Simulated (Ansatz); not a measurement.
**Calculated with Ansatz: RbLuO2, relaxation**

Launch command:

```bash
ansatz run input.yaml --threads 2 --pin off --max-ram 2560MiB --backend cpu --events-out ev --progress --plain --runs-dir out
```

The input file (Ansatz 0.2.0, plane waves):

```yaml
crystal:
  lattice:
    - [3.415915, 0.0, 0.0]
    - [-1.707957, 2.958273, 0.0]
    - [0.0, -1.972179, 6.41321]
  atoms:
    - { symbol: Rb, position: [0.0, 0.0, 0.0] }
    - { symbol: Lu, position: [0.5, 0.0, 0.5] }
    - { symbol: O, position: [0.223, 0.446, 0.669] }
    - { symbol: O, position: [0.777, 0.554, 0.331] }
  symmetry: { tolerance: 0.0003 }
kpoints:
  mp_grid: { grid: [6, 6, 6], shift: [0, 0, 0] }
magnetization:
  spin_polarized: false
scf:
  occupations: { method: fermi_dirac }
  lower_state_search: "off"
hamiltonian:
  pseudopotentials: { kind: paw }
  xc: r2scan
basis:
  ecutwfc: 500
  fft_grid_basis: typed
relax:
  max_steps: 60
  cell: { p_target: 0.0 }
output:
  forces: true
  stress: true
  eigenvalues: true
  bader: true
  populations: true
  elf: true
  write_potential: true
  volumetric_format: npy
  dos:
    e_range: [-12, 8]
    de: 0.05
    projected: { site_lists: { Lu: [Lu], O: [O], Rb: [Rb] } }
  write_density: true
checkpoint:
  read: saved_state
```

Origin of the cell: a database entry, scaled a little.

The smearing width isn't typed, so it takes its default of 0.1 eV.

The saved state is a converged single point of the same cell.

Excerpt of the output:

```
SCF iter   1: F=-19165.447969 eV  HF=-19165.446089 eV  Δρ=1.19e-3  dr2=1.22e-3  dr2_τ=1.15e-3
SCF iter   2: F=-19165.448409 eV  HF=-19165.448685 eV  Δρ=6.32e-4  dr2=4.93e-4  dr2_τ=5.60e-5
SCF iter   3: F=-19165.448392 eV  HF=-19165.448744 eV  Δρ=4.17e-4  dr2=1.21e-4  dr2_τ=1.48e-5
SCF iter   4: F=-19165.448640 eV  HF=-19165.448641 eV  Δρ=1.66e-4  dr2=1.53e-5  dr2_τ=2.54e-6
SCF iter   5: F=-19165.448638 eV  HF=-19165.448641 eV  Δρ=7.18e-5  dr2=4.32e-6  dr2_τ=5.39e-7
SCF iter   6: F=-19165.448641 eV  HF=-19165.448640 eV  Δρ=2.00e-5  dr2=2.60e-7  dr2_τ=6.95e-8
SCF iter   7: F=-19165.448641 eV  HF=-19165.448641 eV  Δρ=5.82e-6  dr2=2.17e-8  dr2_τ=2.94e-9
relax step   1: F+E_penalty+E_count = -19165.448641 eV  Δ(F+E_penalty+E_count) = +0.000e0 eV  max|allowed force component| = 4.798e-1 eV/Å  Δτ_max = 0.0000 Å  P = +1.161 GPa  Ω = 64.807 Å³  ( […]
relax step   2: F+E_penalty+E_count = -19165.418550 eV  Δ(F+E_penalty+E_count) = +3.009e-2 eV  max|allowed force component| = 6.918e-1 eV/Å  Δτ_max = 0.0819 Å  P = +0.272 GPa  Ω = 63.933 Å³ […]
relax step   3: F+E_penalty+E_count = -19165.469406 eV  Δ(F+E_penalty+E_count) = -2.077e-2 eV  max|allowed force component| = 3.838e-2 eV/Å  Δτ_max = 0.0277 Å  P = -0.087 GPa  Ω = 65.065 Å³ […]
relax step   4: F+E_penalty+E_count = -19165.469680 eV  Δ(F+E_penalty+E_count) = -2.740e-4 eV  max|allowed force component| = 6.275e-3 eV/Å  Δτ_max = 0.0040 Å  P = +0.036 GPa  Ω = 64.919 Å³ […]
relax step   5: F+E_penalty+E_count = -19165.469674 eV  Δ(F+E_penalty+E_count) = +6.225e-6 eV  max|allowed force component| = 2.172e-3 eV/Å  Δτ_max = 0.0008 Å  P = +0.011 GPa  Ω = 64.954 Å³ […]
relax step   6: F+E_penalty+E_count = -19165.469702 eV  Δ(F+E_penalty+E_count) = -2.757e-5 eV  max|allowed force component| = 2.201e-3 eV/Å  Δτ_max = 0.0000 Å  P = +0.010 GPa  Ω = 64.954 Å³  stress off target by 2.03e-2 GPa […]
SCF 6 converged in 6 iterations: F = -19165.469702 eV  dr2 = 6.44e-12
basis re-selected at this cell: Δ(F+E_penalty+E_count) = -2.757e-5 eV, ΔP = -0.001 GPa vs the last step (what re-selecting the basis moved, of the pressure what is left beyond the Pulay corre […]
SCF converged after 6 iterations
Free energy (F): -19165.469702 eV
Harris-Foulkes:  -19165.469702 eV  (|F-HF|=7.28e-12)
Internal energy: -19165.469702 eV  (E = F + TS)
E sigma→0 (E₀):  -19165.469702 eV
Fermi energy:    11.700297 eV
--- Per-component energies (eV) ---
  E_band       = -38.929975
  E_kinetic    = 969.404938
  E_local      = -9585.371193  (includes V_loc(G=0)·N_el)
  E_nonlocal   = 837.485922
  E_hartree    = 4055.109131
  E_xc         = -490.373559
  E_vxc        = -660.428602  (∫ρ·V_xc dr)
  E_paw        = -10338.039233  (= ΣΔE_a)
  E_vpaw       = 251.910681  (= ΣTr[D̂ρ^β])
  E_aug_tail   = 0.002090  (compensation charges beyond the density's cutoff)
  E_vtau       = 37.847936  (kinetic-family band-sum trace: ∫τ·v_τ [+ j·A + Jᵃ·Aᵃ] dr)
  E_ewald      = -4614.154512
  E_core_change = 0.466714  (= ΣΔE_core)
  E_smearing   = -0.000000  (= −TS)
  Σ components = -19165.469702   (vs F -19165.469702, Δ=0.00e0)
--- Forces (eV/Å), atoms counted from 1 ---
  atom   1  Rb     0.000000     0.000000     0.000000
  atom   2  Lu     0.000000     0.000000     0.000000
  atom   3  O      0.000000     0.000000     0.002201
  atom   4  O     -0.000000    -0.000000    -0.002201
  max |Σ_I F_I| component: 4.63e-18 eV/Å
--- Stress (GPa, compression-positive) ---
        0.020274      -0.000000      -0.000000
       -0.000000       0.020274      -0.000000
       -0.000000      -0.000000      -0.010683
  P = ⅓ Tr σ = 0.0100 GPa (0.100 kbar)
--- Relaxed structure (5 steps of the walk, 4 accepted, 1 SCFs on fresh bases) ---
  F+E_penalty+E_count = -19165.469702 eV   max|allowed force component| = 2.201e-3 eV/Å   (the final SCF, on the basis selected at the relaxed cell)
  cell:  # Å, volume = 64.9537 Å³
    - [3.399918, -2.873e-7, -8.835e-8]
    - [-1.699959, 2.944416, -6.444e-7]
    - [2.734e-9, -1.962942, 6.488377]
  atoms:
    - { symbol: Rb, position: [0.0, 0.0, -1.352e-19] }
    - { symbol: Lu, position: [0.5, 0.0, 0.500000] }
    - { symbol: O, position: [0.224602, 0.449204, 0.673806] }
    - { symbol: O, position: [0.775398, 0.550796, 0.326194] }
--- Löwdin populations: 4 sites ---
  site symbol       q [e]
     0     Rb      8.1104
     1     Lu     24.0068
     2      O      6.8515
     3      O      6.8515
  spilling = 0.003908 (of n_electrons = 46.000000)
--- Bader charges: 4 sites ---
  site symbol  charge [e]  shift [e]
     0     Rb      0.8065     0.0000
     1     Lu      2.1439     0.0013
     2      O     -1.4752     0.0007
     3      O     -1.4752     0.0007
  estimated error of the sums over rays = 4.6e-4 e
```

The starting structure.

Space group R-3m (No. 166); the run's cell has a = 3.416 Å, b = 3.416 Å, c = 6.710 Å, α = 104.75°, β = 90.00°, γ = 120.00°. Shortest distances: Lu–O 2.25 Å, O–Rb 2.90 Å, O–O 2.93 Å, Lu–Lu 3.42 Å, Rb–Rb 3.42 Å.

After:

Space group R-3m (No. 166); the run's cell has a = 3.400 Å, b = 3.400 Å, c = 6.779 Å, α = 104.52°, β = 90.00°, γ = 120.00°. Shortest distances: Lu–O 2.26 Å, O–Rb 2.89 Å, O–O 2.99 Å, Rb–Rb 3.40 Å, Lu–Lu 3.40 Å.

```yaml
Free_energy_lowered_by: 5.3 meV/atom
Volume_change: 0.23 %
Final_pressure: 0.01 GPa
Relaxation_steps_listed: 6
```

Caveats: no spin-orbit coupling, though heavy elements are present; the relaxation held the start's symmetry, so the end may be a saddle point.

Time: 86 s on 2 threads of Arm Neoverse N1, with other jobs on the host, peak memory 0.56 GiB, from a saved density.
